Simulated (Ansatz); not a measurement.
# Ga, one cell by several methods

```
Ga
1.0
    -1.40400    1.40400    2.22900
     1.40400   -1.40400    2.22900
     1.40400    1.40400   -2.22900
Ga
1
Direct
  0.00000 0.00000 0.00000
```

The cell is COD entry 9012723, as deposited and not checked against the literature; nothing was relaxed.

Methods: DFT, LDA, PAW with Ansatz's default frozen-core files, scalar-relativistic (Ansatz 0.2.0); DFT, LDA, all-electron LAPW, scalar-relativistic (Ansatz 0.2.0).

For PAW: a Γ-centred 14×14×16 k mesh, Fermi–Dirac smearing of 0.05 eV, cutoff 420 eV, no spin polarisation; the PAW files were made with PBE, and the program remakes their frozen cores for this functional; this mesh doesn't keep the crystal's whole symmetry, which leaves small spurious terms. LAPW targets a basis error of 0.25 meV/atom. The Ansatz runs share mesh, smearing and spin set-up. Plane-wave (PAW) pressures include the program's estimate of the Pulay term.

Stress and pressure are positive in compression.

Levels count from the Fermi level.

PAW results:

```tsv
quantity	PAW
pressure (GPa)	-1.69
stress xx (GPa)	-1.66
stress zz (GPa)	-1.73
stress yz (GPa)	0.10
stress xz (GPa)	0.10
stress xy (GPa)	-0.12
highest filled level at N (eV)	-4.258
lowest empty level at N (eV)	8.645
highest filled level at S (eV)	-1.172
lowest empty level at S (eV)	8.355
highest filled level at P (eV)	-0.149
lowest empty level at P (eV)	2.058
```

Question: What does full-potential LAPW give for the same quantities?

Answer: 
| quantity | LAPW |
| --- | --- |
| pressure (GPa) | -1.64 |
| stress xx (GPa) | -1.62 |
| stress zz (GPa) | -1.69 |
| stress yz (GPa) | 0.10 |
| stress xz (GPa) | 0.10 |
| stress xy (GPa) | -0.12 |
| highest filled level at N (eV) | -4.256 |
| lowest empty level at N (eV) | 8.647 |
| highest filled level at S (eV) | -1.170 |
| lowest empty level at S (eV) | 8.357 |
| highest filled level at P (eV) | -0.147 |
| lowest empty level at P (eV) | 2.060 |
